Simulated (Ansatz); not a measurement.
BeTe: computed property card

BeTe:
```
CELL_PARAMETERS angstrom
      0.00000     2.65071     2.65071
      2.65071     0.00000     2.65071
      2.65071     2.65071     0.00000
ATOMIC_POSITIONS crystal
  Be 0.00000 0.00000 0.00000
  Te 0.50000 0.50000 0.50000
```

Space group Fm-3m (No. 225), rock salt; conventional cell a = 5.301 Å, b = 5.301 Å, c = 5.301 Å, α = 90.00°, β = 90.00°, γ = 90.00°.

Method: DFT-PBEsol in the program Ansatz with PAW potentials. The cell and atoms are relaxed at this level. Other levels are named where they apply.

### Cell and energy

```
Property                                                       Value
-----------------------------------------------------  -------------
Volume per atom                                             18.62 Å³
Density                                                   6.09 g/cm³
Formation energy from the elements (no fitted shifts)  0.096 eV/atom
```

### Electronic structure

```
Property                                                                     Value
------------------------------------  --------------------------------------------
Electronic character                                             metallic (no gap)
Density of states at the Fermi level  0.30 states/eV per atom (mean over ±0.08 eV)
Gap with spin–orbit coupling                                       none (metallic)
```

### Mechanics

```
Item                                                                           Value
--------------------------------------------  --------------------------------------
Bulk modulus (Birch–Murnaghan fit)                                          72.5 GPa
Pressure derivative B′                                                           4.1
Elastic constants (relaxed ions, GPa)              C11 = 126, C12 = 45.8, C44 = 43.5
Mechanical stability                          stable (all eigenvalues of C positive)
Hill bulk and shear moduli                                         72.7 and 42.2 GPa
Young's modulus                                                              106 GPa
Poisson's ratio                                                                 0.26
Debye temperature from the elastic constants                                   328 K
```

### Phonons

```
Property                                        Result
---------------------  -------------------------------
Zone-centre stability  unstable, softest mode 85i cm⁻¹
```

The start of the workflow was typed in or built on a structure type; neither database checked (COD, Materials Project) lists it. COD files the formula under space group No. 216, so this cell is another polymorph or a model. Its standing as an ambient phase is unchecked. The PBEsol relaxation kept the symmetry of its start. As this level gives no gap, shear constants depend on the k-mesh and smearing (Fermi–Dirac, 0.1 eV here). As this level gives no gap, phonon frequencies hold no LO–TO term and depend on the k-mesh and smearing (Fermi–Dirac, 0.1 eV here). The references are the lowest solids computed at this level, not always the standard phases. Spin–orbit coupling is left out wherever it is not named.

Potentials: the later of the program's two PAW sets.
